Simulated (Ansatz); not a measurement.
**A trial form of Mo**

All numbers below come from DFT PBE, scalar-relativistic, plane waves, PAW (Ansatz). Cutoff 420 eV, Gaussian smearing, Γ-centred meshes. In-plane cell and atoms relax first on a coarse mesh and then on a finer one. In metals the finer mesh still leaves noise of several meV/atom or more. The steps can't lower the symmetry of their start. No spin polarisation in the relaxation; trial moments died out in a coarse test.

A trial structure of Mo was built thus: random sheet by layer group and Wyckoff sites. The dimensions are guesses.

The sheet is periodic along a and b; c holds vacuum.

```cif
data_structure
_symmetry_space_group_name_H-M 'P 1'
_symmetry_Int_Tables_number 1
_cell_length_a 2.7722
_cell_length_b 2.7722
_cell_length_c 17.0000
_cell_angle_alpha 90.000
_cell_angle_beta 90.000
_cell_angle_gamma 90.000
_cell_volume 130.64
loop_
_atom_site_label
_atom_site_type_symbol
_atom_site_fract_x
_atom_site_fract_y
_atom_site_fract_z
_atom_site_occupancy
Mo1 Mo 0.00000 0.50000 0.58402 1
Mo2 Mo 0.50000 0.00000 0.41598 1
```

Energies count from the standard state of Mo at the same level.

Question: Describe the relaxed structure.

Answer: The symmetry stays p4/nmm (No. 64). The area per atom shrinks by 15.2 %, from 3.8 to 3.3 Å². The shortest distance goes from 2.77 Å (Mo–Mo) to 2.55 Å (Mo–Mo). The energy falls by about 0.81 eV/atom (the start's value is from the coarse mesh). The program sets the height of the box itself, so the height of the cell differs between start and end. In-plane cell: a = 2.553 Å, b = 2.553 Å, γ = 90.0°, thickness 2.27 Å between the outermost nuclei. Mo at height 2.27 Å has 8 Mo at 2.55–2.90 Å.

```
CELL_PARAMETERS angstrom
2.55343 0.00000 0.00000
0.00000 2.55343 0.00000
0.00000 0.00000 29.51361
ATOMIC_POSITIONS crystal
Mo 0.00000 0.50000 0.32653
Mo 0.50000 0.00000 0.24947
```

Question: Give its energy and gap.

Answer: The energy over the standard state is +1.43 eV/atom and the gap on the 22×22×1 mesh of the 2-atom cell is 0 eV (a metal).

So it is a metastable form at best.

The last run used Gaussian smearing of 0.10 eV. Symmetry constrained the relaxation, so the result can be a saddle point.
